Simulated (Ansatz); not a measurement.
Ca₃SnH₂ (space group Cmcm)

```yaml
crystal:
  lattice:
    - [4.42423, -5.68098, 0.00000]
    - [4.42423, 5.68098, 0.00000]
    - [0.00000, 0.00000, 5.23539]
  atoms:
    - { symbol: Ca, position: [0.89064, 0.10936, 0.25000] }
    - { symbol: Ca, position: [0.10936, 0.89064, 0.75000] }
    - { symbol: Ca, position: [0.40810, 0.18622, 0.25000] }
    - { symbol: Ca, position: [0.59190, 0.81378, 0.75000] }
    - { symbol: Ca, position: [0.18622, 0.40810, 0.75000] }
    - { symbol: Ca, position: [0.81378, 0.59190, 0.25000] }
    - { symbol: Sn, position: [0.69317, 0.30683, 0.75000] }
    - { symbol: Sn, position: [0.30683, 0.69317, 0.25000] }
    - { symbol: H, position: [0.15161, 0.15161, 0.00000] }
    - { symbol: H, position: [0.84839, 0.84839, 0.00000] }
    - { symbol: H, position: [0.84839, 0.84839, 0.50000] }
    - { symbol: H, position: [0.15161, 0.15161, 0.50000] }
```

E(V) scan at fixed shape, V₀ the volume above. The atoms relax within the cell's symmetry.

Computed with r2SCAN (plane waves to 500 eV, PAW, scalar-relativistic; Ansatz, a first-principles code). k mesh 4×4×5 (Γ-centred), Fermi-Dirac smearing 0.05 eV. Energies are smeared free energies. Compression counts positive. With the shape held, the modulus is that of even scaling; a crystal free to change shape is softer. Ca3SnH2 was relaxed with its symmetry unable to fall. ΔE is measured from the relaxed starting cell.

| V (Å³/atom) | ΔE (meV/atom) |
|---|---|
| 20.615 | 10.7 |
| 20.878 | withheld |
| 21.142 | 3.7 |
| 21.405 | 1.6 |
| 21.668 | 0.4 |
| 21.931 | 0.0 |
| 22.194 | 0.4 |
| 22.457 | 1.5 |
| 22.721 | 3.3 |
| 22.984 | 5.7 |
| 23.247 | 8.8 |

Fit a third-order Birch-Murnaghan form (E₀, V₀, B₀, B₀′ free) to the given rows and predict ΔE at V = 20.878.

Least squares on the 10 given rows: ΔE = E₀ + (9V₀B₀/16)·y²·[2 + (B₀′ − 4)y], y = (V₀/V)^(2/3) − 1, with V₀ = 21.931 Å³/atom, B₀ = 39.20 GPa (160.2 GPa = 1 eV/Å³; the term in eV is multiplied by 1000), B₀′ = 3.95, E₀ = 0.01 meV/atom; root-mean-square residual 0.01 meV/atom. At 20.878 the fit gives 6.7 meV/atom; the calculation gives 6.7 meV/atom, the same to the digits shown. For the pressure the fit gives 2.13 GPa against the computed 2.14 GPa.

(Under strain, the slope of the energy per volume gives the stress and its curvature an elastic modulus.)
